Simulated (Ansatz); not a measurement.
Input, command and steps of an Ansatz relaxation.

```yaml
crystal:
  lattice:
    - [0.0, 3.6018543706, 3.6018543706]
    - [3.6018543706, 0.0, 3.6018543706]
    - [3.6018543706, 3.6018543706, 0.0]
  atoms:
    - { symbol: Ta, position: [0.625, 0.625, 0.625] }
    - { symbol: Ta, position: [0.125, 0.625, 0.625] }
    - { symbol: Ta, position: [0.625, 0.625, 0.125] }
    - { symbol: Ta, position: [0.625, 0.125, 0.625] }
    - { symbol: Ru, position: [0.0, 0.0, 0.0] }
    - { symbol: Ru, position: [0.25, 0.25, 0.25] }
basis:
  ecutwfc: 420
kpoints:
  mp_grid: { grid: [4, 4, 4] }
hamiltonian:
  xc: pbe
scf:
  occupations: { method: gaussian, width: 0.1 }
  lower_state_search: "off"
output:
  forces: true
  stress: true
  eigenvalues: true
relax:
  adjacent_minimum: "off"
  f_tol: 0.04
  max_steps: 70
  cell: { stress_tol: 0.4 }
```

```bash
ansatz run input.yaml --threads 1 --pin off --max-ram 2560MiB --backend cpu --events-out ev --progress --plain --runs-dir out
```

Computed with DFT PBE, scalar-relativistic, plane waves, PAW in Ansatz 0.2.0.

Of 5 frames 5 are shown, positions in Å and forces in eV/Å; the SCF threshold varies from step to step. Steps run on the plane waves of an earlier cell, with a Pulay correction in the pressure. The basis is chosen afresh for the last frame, the zero of the energies, and at times for earlier ones too; energy and pressure step there, also at an unchanged geometry.

```xyz
6
Lattice="0.0000 3.6019 3.6019 3.6019 0.0000 3.6019 3.6019 3.6019 0.0000" Properties=species:S:1:pos:R:3:forces:R:3 pbc="T T T" step=1 free_energy_over_end_meV_per_atom=161.81 pressure_GPa=28.58
Ta    4.5023    4.5023    4.5023    0.0000    0.0000    0.0000
Ta    4.5023    2.7014    2.7014    0.0000    0.0000    0.0000
Ta    2.7014    2.7014    4.5023    0.0000    0.0000    0.0000
Ta    2.7014    4.5023    2.7014    0.0000    0.0000    0.0000
Ru    0.0000    0.0000    0.0000    0.0000    0.0000    0.0000
Ru    1.8009    1.8009    1.8009    0.0000    0.0000    0.0000
6
Lattice="0.0000 3.7774 3.7774 3.7774 0.0000 3.7774 3.7774 3.7774 0.0000" Properties=species:S:1:pos:R:3:forces:R:3 pbc="T T T" step=2 free_energy_over_end_meV_per_atom=6.39 pressure_GPa=-4.00
Ta    4.7218    4.7218    4.7218    0.0000    0.0000    0.0000
Ta    4.7218    2.8331    2.8331    0.0000    0.0000    0.0000
Ta    2.8331    2.8331    4.7218    0.0000    0.0000    0.0000
Ta    2.8331    4.7218    2.8331    0.0000    0.0000    0.0000
Ru    0.0000    0.0000    0.0000    0.0000    0.0000    0.0000
Ru    1.8887    1.8887    1.8887    0.0000    0.0000    0.0000
6
Lattice="0.0000 3.7540 3.7540 3.7540 0.0000 3.7540 3.7540 3.7540 0.0000" Properties=species:S:1:pos:R:3:forces:R:3 pbc="T T T" step=3 free_energy_over_end_meV_per_atom=1.36 pressure_GPa=-0.65
Ta    4.6925    4.6925    4.6925    0.0000    0.0000    0.0000
Ta    4.6925    2.8155    2.8155    0.0000    0.0000    0.0000
Ta    2.8155    2.8155    4.6925    0.0000    0.0000    0.0000
Ta    2.8155    4.6925    2.8155    0.0000    0.0000    0.0000
Ru    0.0000    0.0000    0.0000    0.0000    0.0000    0.0000
Ru    1.8770    1.8770    1.8770    0.0000    0.0000    0.0000
6
Lattice="0.0000 3.7495 3.7495 3.7495 0.0000 3.7495 3.7495 3.7495 0.0000" Properties=species:S:1:pos:R:3:forces:R:3 pbc="T T T" step=4 free_energy_over_end_meV_per_atom=1.21 pressure_GPa=0.02
Ta    4.6869    4.6869    4.6869    0.0000    0.0000    0.0000
Ta    4.6869    2.8121    2.8121    0.0000    0.0000    0.0000
Ta    2.8121    2.8121    4.6869    0.0000    0.0000    0.0000
Ta    2.8121    4.6869    2.8121    0.0000    0.0000    0.0000
Ru    0.0000    0.0000    0.0000    0.0000    0.0000    0.0000
Ru    1.8748    1.8748    1.8748    0.0000    0.0000    0.0000
6
Lattice="0.0000 3.7495 3.7495 3.7495 0.0000 3.7495 3.7495 3.7495 0.0000" Properties=species:S:1:pos:R:3:forces:R:3 pbc="T T T" step=5 free_energy_over_end_meV_per_atom=0.00 pressure_GPa=0.07
Ta    4.6869    4.6869    4.6869    0.0000    0.0000    0.0000
Ta    4.6869    2.8121    2.8121    0.0000    0.0000    0.0000
Ta    2.8121    2.8121    4.6869    0.0000    0.0000    0.0000
Ta    2.8121    4.6869    2.8121    0.0000    0.0000    0.0000
Ru    0.0000    0.0000    0.0000    0.0000    0.0000    0.0000
Ru    1.8748    1.8748    1.8748    0.0000    0.0000    0.0000
```

The start puts this composition into another compound's structure type, which needn't suit it. At the end the space group is Fd-3m (tolerance 0.05 Å).

The run took 28 s on 1 thread of Intel(R) Xeon(R) Processor @ 2.50GHz (Skylake/Cascade Lake), with other jobs on the host, peak memory 0.41 GiB.

The k mesh is coarse. Spin–orbit coupling is left out, which can shift energies with elements as heavy as these.